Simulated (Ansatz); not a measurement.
Cs2CaYF6 in Ansatz, relaxation

input.yaml:

```yaml
crystal:
  lattice:
    - [0.0, 4.597944, 4.597944]
    - [4.597944, 0.0, 4.597944]
    - [4.597944, 4.597944, 0.0]
  atoms:
    - { symbol: F, position: [0.775, 0.225, 0.225] }
    - { symbol: F, position: [0.225, 0.775, 0.225] }
    - { symbol: F, position: [0.225, 0.775, 0.775] }
    - { symbol: F, position: [0.775, 0.225, 0.775] }
    - { symbol: F, position: [0.225, 0.225, 0.775] }
    - { symbol: F, position: [0.775, 0.775, 0.225] }
    - { symbol: Ca, position: [0.5, 0.5, 0.5] }
    - { symbol: "Y", position: [0.0, 0.0, 0.0] }
    - { symbol: Cs, position: [0.25, 0.25, 0.25] }
    - { symbol: Cs, position: [0.75, 0.75, 0.75] }
  symmetry: { tolerance: 0.0003 }
kpoints:
  mp_grid: { grid: [7, 7, 7], shift: [0, 0, 0] }
magnetization:
  spin_polarized: false
scf:
  occupations: { method: fermi_dirac }
  lower_state_search: "off"
hamiltonian:
  pseudopotentials: { kind: paw }
  xc: r2scan
basis:
  ecutwfc: 500
  fft_grid_basis: typed
relax:
  max_steps: 60
  cell: { p_target: 0.0 }
  f_tol: 0.03
output:
  forces: true
  stress: true
  eigenvalues: true
  bader: true
  populations: true
  elf: true
  write_potential: true
  volumetric_format: npy
  dos:
    e_range: [-12, 8]
    de: 0.05
    projected: { site_lists: { Ca: [Ca], Cs: [Cs], F: [F], "Y": ["Y"] } }
checkpoint:
  read: saved_state
```

Run with:

```bash
ansatz run input.yaml --threads 2 --pin off --max-ram 3584MiB --backend cpu --events-out ev --progress --plain --runs-dir out
```

Origin of the cell: a known structure type with other elements, at an estimated volume, so it need not be a known compound.

The smearing width isn't typed, so it takes its default of 0.1 eV.

The saved state is a converged single point of the same cell.

Steps («new basis» is an SCF on plane waves selected anew at the same cell):

| step | ΔF (meV/atom) | max force component (eV/Å) | P (GPa) | volume (Å³) | SCF iterations | step was |
| --- | --- | --- | --- | --- | --- | --- |
| 1 | 0.0 | 2.310 | 6.62 | 194.41 | 6 | accepted |
| 2 | -102.1 | 0.594 | 0.41 | 198.13 | 8 | accepted |
| 3 | -117.3 | 0.171 | 1.57 | 187.76 | 7 | accepted |
| 4 | -119.8 | 0.076 | 0.37 | 191.65 | 7 | accepted |
| 5 | -120.1 | 0.016 | 0.01 | 192.58 | 7 | accepted |
| 6 | -120.0 | 0.016 | 0.01 | 192.58 | 7 | new basis |

Step 1, with forces in eV/Å:

```xyz
10
Lattice="0.000 4.598 4.598 4.598 0.000 4.598 4.598 4.598 0.000" Properties=species:S:1:pos:R:3:forces:R:3 pbc="T T T" step=1
F     2.069    4.598    4.598    2.310    0.000    0.000
F     4.598    2.069    4.598    0.000    2.310    0.000
F     7.127    4.598    4.598   -2.310    0.000    0.000
F     4.598    7.127    4.598    0.000   -2.310    0.000
F     4.598    4.598    2.069    0.000    0.000    2.310
F     4.598    4.598    7.127    0.000    0.000   -2.310
Ca    4.598    4.598    4.598    0.000    0.000    0.000
Y     0.000    0.000    0.000    0.000    0.000    0.000
Cs    2.299    2.299    2.299    0.000    0.000    0.000
Cs    6.897    6.897    6.897    0.000    0.000    0.000
```

Step 2, with forces in eV/Å:

```xyz
10
Lattice="0.000 4.627 4.627 4.627 0.000 4.627 4.627 4.627 0.000" Properties=species:S:1:pos:R:3:forces:R:3 pbc="T T T" step=2
F     2.203    4.627    4.627    0.594    0.000    0.000
F     4.627    2.203    4.627    0.000    0.594    0.000
F     7.051    4.627    4.627   -0.594    0.000    0.000
F     4.627    7.051    4.627    0.000   -0.594    0.000
F     4.627    4.627    2.203    0.000    0.000    0.594
F     4.627    4.627    7.051    0.000    0.000   -0.594
Ca    4.627    4.627    4.627    0.000    0.000    0.000
Y     0.000    0.000    0.000    0.000    0.000    0.000
Cs    2.314    2.314    2.314    0.000    0.000    0.000
Cs    6.941    6.941    6.941    0.000    0.000    0.000
```

Step 3, with forces in eV/Å:

```xyz
10
Lattice="0.000 4.545 4.545 4.545 0.000 4.545 4.545 4.545 0.000" Properties=species:S:1:pos:R:3:forces:R:3 pbc="T T T" step=3
F     2.246    4.545    4.545    0.171    0.000    0.000
F     4.545    2.246    4.545    0.000    0.171    0.000
F     6.844    4.545    4.545   -0.171    0.000    0.000
F     4.545    6.844    4.545    0.000   -0.171    0.000
F     4.545    4.545    2.246    0.000    0.000    0.171
F     4.545    4.545    6.844    0.000    0.000   -0.171
Ca    4.545    4.545    4.545    0.000    0.000    0.000
Y     0.000    0.000    0.000    0.000    0.000    0.000
Cs    2.272    2.272    2.272    0.000    0.000    0.000
Cs    6.817    6.817    6.817    0.000    0.000    0.000
```

Step 4, with forces in eV/Å:

```xyz
10
Lattice="0.000 4.576 4.576 4.576 0.000 4.576 4.576 4.576 0.000" Properties=species:S:1:pos:R:3:forces:R:3 pbc="T T T" step=4
F     2.266    4.576    4.576    0.076    0.000    0.000
F     4.576    2.266    4.576    0.000    0.076    0.000
F     6.887    4.576    4.576   -0.076    0.000    0.000
F     4.576    6.887    4.576    0.000   -0.076    0.000
F     4.576    4.576    2.266    0.000    0.000    0.076
F     4.576    4.576    6.887    0.000    0.000   -0.076
Ca    4.576    4.576    4.576    0.000    0.000    0.000
Y     0.000    0.000    0.000    0.000    0.000    0.000
Cs    2.288    2.288    2.288    0.000    0.000    0.000
Cs    6.864    6.864    6.864    0.000    0.000    0.000
```

Step 5, with forces in eV/Å:

```xyz
10
Lattice="0.000 4.583 4.583 4.583 0.000 4.583 4.583 4.583 0.000" Properties=species:S:1:pos:R:3:forces:R:3 pbc="T T T" step=5
F     2.279    4.583    4.583   -0.016    0.000    0.000
F     4.583    2.279    4.583    0.000   -0.016    0.000
F     6.888    4.583    4.583    0.016    0.000    0.000
F     4.583    6.888    4.583    0.000    0.016    0.000
F     4.583    4.583    2.279    0.000    0.000   -0.016
F     4.583    4.583    6.888    0.000    0.000    0.016
Ca    4.583    4.583    4.583    0.000    0.000    0.000
Y     0.000    0.000    0.000    0.000    0.000    0.000
Cs    2.292    2.292    2.292    0.000    0.000    0.000
Cs    6.875    6.875    6.875    0.000    0.000    0.000
```

Step 6, with forces in eV/Å:

```xyz
10
Lattice="0.000 4.583 4.583 4.583 0.000 4.583 4.583 4.583 0.000" Properties=species:S:1:pos:R:3:forces:R:3 pbc="T T T" step=6
F     2.279    4.583    4.583   -0.016    0.000    0.000
F     4.583    2.279    4.583    0.000   -0.016    0.000
F     6.888    4.583    4.583    0.016    0.000    0.000
F     4.583    6.888    4.583    0.000    0.016    0.000
F     4.583    4.583    2.279    0.000    0.000   -0.016
F     4.583    4.583    6.888    0.000    0.000    0.016
Ca    4.583    4.583    4.583    0.000    0.000    0.000
Y     0.000    0.000    0.000    0.000    0.000    0.000
Cs    2.292    2.292    2.292    0.000    0.000    0.000
Cs    6.875    6.875    6.875    0.000    0.000    0.000
```

```
Free energy lowered by  : 120.0 meV/atom
Volume change           : -0.94 %
Final pressure          : 0.01 GPa
Relaxation steps listed : 6
```

Caveats: no moments, though an odd count or open d shells may carry them; the relaxation held the start's symmetry, so the end may be a saddle point.

It ran for 2.2 min on 2 threads of Arm Neoverse V1, on a shared host, peak memory 1.1 GiB, from a saved density.
